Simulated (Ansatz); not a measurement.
An Ansatz (a quantum-chemistry and plane-wave program) run. Input:

Ansatz 0.2 input:
```yaml
crystal:
  lattice:
    - [4.0349965397, 0.0, 0.0]
    - [0.0, 4.0349965397, 0.0]
    - [0.0, 0.0, 4.0349965397]
  atoms:
    - { symbol: Co, position: [0.0759759947, 0.0759759947, 0.0759759947] }
    - { symbol: Co, position: [0.5759759947, 0.4240240053, 0.9240240053] }
    - { symbol: Co, position: [0.9240240053, 0.5759759947, 0.4240240053] }
    - { symbol: Co, position: [0.4240240053, 0.9240240053, 0.5759759947] }
    - { symbol: C, position: [0.8111559217, 0.8111559217, 0.8111559217] }
    - { symbol: C, position: [0.3111559217, 0.6888440783, 0.1888440783] }
    - { symbol: C, position: [0.1888440783, 0.3111559217, 0.6888440783] }
    - { symbol: C, position: [0.6888440783, 0.1888440783, 0.3111559217] }
kpoints:
  mp_grid: { grid: [10, 10, 10] }
hamiltonian:
  xc: pbesol
  pseudopotentials: { azcp: { folder: ./paw }, kind: paw }
scf:
  occupations: { method: fermi_dirac, width: 0.1 }
phonons:
  method: dfpt
  response_accuracy: low
  eigenvectors: true
  rigid_motions: translations
```

Output (shortened):

```
Pseudopotential: Co, paw, valence charge 17
Pseudopotential: C, paw, valence charge 4
Functional definition: PBEsol
Crystal: 8 atoms, lattice volume = 65.695 Å³
Basis set: ecut = 420 eV, 1309 PW (Γ), exchange–correlation on 60×60×60 points (8 copies of the dense FFT grid, shifted against one another)
Bands: 51, of which v1, the nominal top of the filled ones, is band 42 counted from 1 (41 counted from 0)
Symmetry: 12 space group operations
k-points: 504 of 1000 (irreducible under 1 space group operation, time reversal used)
SCF iter   1: F=—  HF=-21354.892056 eV  |F-HF|=—  |Δ(HF+E_count)|=         —  Δρ=6.92e-2  dr2=2.44e0  ethr=3.10e-3  ⟨swp⟩=5.8  Hψ=89830  notcnv=0  defer=38
preconditioner: auto → Kerker (q_TF=auto, 2.842 Å⁻¹)
SCF iter   2: F=—  HF=-21354.632780 eV  |F-HF|=—  |Δ(HF+E_count)|=   2.59e-1  Δρ=4.23e-2  dr2=1.06e0  ethr=2.91e-3  ⟨swp⟩=2.0  Hψ=33596  notcnv=0  defer=89
SCF iter   3: F=—  HF=-21354.302367 eV  |F-HF|=—  |Δ(HF+E_count)|=   3.30e-1  Δρ=6.77e-3  dr2=3.23e-2  ethr=1.26e-3  ⟨swp⟩=2.0  Hψ=43166  notcnv=0  defer=89
SCF iter   4: F=—  HF=-21354.310366 eV  |F-HF|=—  |Δ(HF+E_count)|=   8.00e-3  Δρ=6.96e-3  dr2=1.76e-2  ethr=3.84e-5  ⟨swp⟩=2.0  Hψ=38385  notcnv=0  defer=89
SCF iter   5: F=—  HF=-21354.308315 eV  |F-HF|=—  |Δ(HF+E_count)|=   2.05e-3  Δρ=1.08e-3  dr2=6.85e-4  ethr=2.10e-5  ⟨swp⟩=2.1  Hψ=32808  notcnv=0  defer=77
SCF iter   6: F=—  HF=-21354.308416 eV  |F-HF|=—  |Δ(HF+E_count)|=   1.01e-4  Δρ=3.47e-4  dr2=7.11e-5  ethr=8.16e-7  ⟨swp⟩=2.0  Hψ=39103  notcnv=0  defer=77
SCF iter   7: F=—  HF=-21354.308412 eV  |F-HF|=—  |Δ(HF+E_count)|=   3.87e-6  Δρ=7.74e-5  dr2=3.03e-6  ethr=8.47e-8  ⟨swp⟩=2.2  Hψ=38960  notcnv=0  defer=77
SCF iter   8: F=—  HF=-21354.308403 eV  |F-HF|=—  |Δ(HF+E_count)|=   9.02e-6  Δρ=1.72e-5  dr2=1.35e-7  ethr=3.61e-9  ⟨swp⟩=2.9  Hψ=47631  notcnv=0  defer=77
SCF iter  12: F=-21354.308403 eV  HF=-21354.308403 eV  |F-HF|=7.28e-12  |Δ(HF+E_count)|=  7.28e-12  Δρ=7.69e-8  dr2=1.92e-12  ethr=1.00e-12  ⟨swp⟩=6.9  Hψ=117820  notcnv=0
the search or the solves at the SCF's close seem to have found levels that the self-consistency loop had missed (the run counts 3) …
SCF 1 converged in 12 iterations: F = -21354.308403 eV  dr2 = 1.92e-12
DFPT response loops at Γ: preconditioner auto → Kerker (q_TF=auto, 2.842 Å⁻¹) (partly filled bands, converged f_vac=0.000) …
SCF converged after 12 iterations
Free energy (F): -21354.308403 eV
Harris-Foulkes:  -21354.308403 eV  (|F-HF|=7.28e-12)
Internal energy: -21354.197146 eV  (E = F + TS)
E sigma→0 (E₀):  -21354.252775 eV
Entropy (-TS):   -0.111257 eV (-13.907 meV/atom)
Fermi energy:    16.934502 eV
--- Per-component energies (eV) ---
  E_band       = -988.051891
  E_kinetic    = 1513.125748
  E_local      = -12213.422920  (includes V_loc(G=0)·N_el)
  E_nonlocal   = 1842.973221
  E_hartree    = 5412.342081
  E_xc         = -557.648527
  E_vxc        = -710.472386  (∫ρ·V_xc dr)
  E_paw        = -6537.210693  (= ΣΔE_a)
  E_vpaw       = -2244.939814  (= ΣTr[D̂ρ^β])
  E_aug_tail   = -0.000001  (compensation charges beyond the density's cutoff)
  E_ewald      = -10815.194135
  E_core_change = 0.838080  (= ΣΔE_core)
  E_smearing   = -0.111257  (= −TS)
  E_closure    =  0.000000  (closes the sum)
  Σ components = -21354.308403   (vs F -21354.308403, Δ=0.00e0)
  [band-id]    e_kinetic+e_local+e_nonlocal+2·e_hartree+e_vxc+e_vpaw+e_augmentation_tail = -988.051991   (vs E_band -988.051891, Δ=-9.94e-5)
--- Band table (eV; the first three rows and the last of 504) ---
  k-point 0: bands = ["-78.3023", "-78.2707", "-78.2707", "-78.2707", "-41.8292", "-41.8292", "-41.8292", "-41.7422", "-41.7422", "-41.7415", "-41.7415", "-41.7415", "-41.6620", "-41.6620", "-41.6620", "-41.6277", "1.8075", "6.4621", "6.4621", "6.4621", …
  k-point 1: bands = ["-78.3017", "-78.2735", "-78.2705", "-78.2687", "-41.8378", "-41.8307", "-41.8182", "-41.7506", "-41.7479", "-41.7407", "-41.7371", "-41.7319", "-41.6630", "-41.6629", "-41.6610", "-41.6284", "1.8851", "6.0972", "6.4715", "6.6866", …
  k-point 2: bands = ["-78.3000", "-78.2769", "-78.2700", "-78.2674", "-41.8439", "-41.8347", "-41.8056", "-41.7576", "-41.7546", "-41.7378", "-41.7334", "-41.7234", "-41.6656", "-41.6642", "-41.6594", "-41.6306", "2.1149", "5.5857", "6.4991", "6.7854", …
  k-point 503: bands = ["-78.2786", "-78.2786", "-78.2786", "-78.2786", "-41.8339", "-41.8339", "-41.8339", "-41.8339", "-41.7062", "-41.7062", "-41.7062", "-41.7062", "-41.6636", "-41.6636", "-41.6636", "-41.6636", "5.3857", "5.3857", "5.3857", "5.3857", …
--- Phonons (Γ-DFPT): 2 representative perturbations + reference, on 504 of 1000 k-points (Σ response iterations 6) ---
  ASR residual: 3.392e-4 → 0.000e0 eV/Å²; symmetrization residual: 5.669e-6 eV/Å²
  ASR residual per site (eV/Å²): 3.39e-4 3.39e-4 3.39e-4 3.39e-4 7.29e-5 7.29e-5 7.29e-5 7.29e-5
  Γ frequencies (cm⁻¹): 0.00 0.00 0.00 210.80 229.56 229.56 229.56 257.93 257.93 322.74 322.74 322.74 448.57 448.57 448.57 451.82 451.82 537.02 537.02 537.02 676.36 756.36 756.36 756.36
  non-analytic LO–TO correction: not included (Born effective charges unavailable; polar crystals: no LO–TO splitting at Γ)
```

Cost: around 12 core-minutes (rough) on shared cores.

Space group P2_13. The start of the workflow was typed in or built on a structure type; neither database checked (COD, Materials Project) lists it. Whether it is the stable phase at ambient conditions was not checked. The PBEsol relaxation kept the symmetry of its start; whether a distortion lowers the energy is not shown. No spin polarisation was allowed. The volume moved by 39 % from the start of the relaxation. Its formation energy is positive at this level, so the cell may be metastable or incomplete. As this level gives no gap, phonon frequencies hold no LO–TO term and depend on the k-mesh and smearing (Fermi–Dirac, 0.1 eV here).

Potentials: the earlier of the program's two PAW sets. The files were generated under PBE; for other functionals the program regenerates the frozen cores, and for LDA and PBEsol the local potential too.

Ansatz is a plane-wave DFT program.
